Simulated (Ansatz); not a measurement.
Space group P6_3/mmc (No. 194). a = 3.583 Å, b = 3.583 Å, c = 11.245 Å, α = 90.00°, β = 90.00°, γ = 120.00°
```tsv
atom	site	symmetry	x	y	z
Y	2a	-3m.	0.0000	0.0000	0.0000
Mn	2c	-6m2	0.3333	0.6667	0.2500
O	2b	-6m2	0.0000	0.0000	0.2500
O	4f	3m.	0.3333	0.6667	0.0846
```

Equation of state of this YMnO3 structure (not necessarily the ground state), with shape and atoms relaxed at each volume where symmetry leaves them free. It has no gap at any of these volumes. Computed with DFT r2SCAN, scalar-relativistic, plane waves, PAW in Ansatz 0.2.0.

Plane waves to 500 eV, a k mesh through Γ of 12×12×4 on the computed 10-atom cell and Gaussian smearing (0.10 eV); collinear spin.

```tsv
V (Å³/atom)	E − E(largest V) (meV/atom)	P (GPa)
11.749	5.02	12.27
12.124	-15.71	5.63
12.499	-22.10	-0.02
12.874	-16.26	-4.84
13.249	0.00	-8.95
```

Q: Fit a third-order Birch–Murnaghan equation to E(V).

A: V0 = 12.50 Å³/atom, B0 = 174 GPa, B0' = 4.3.

The state reached may not be the lowest one. Moments started parallel, and an antiferromagnetic order may lie lower.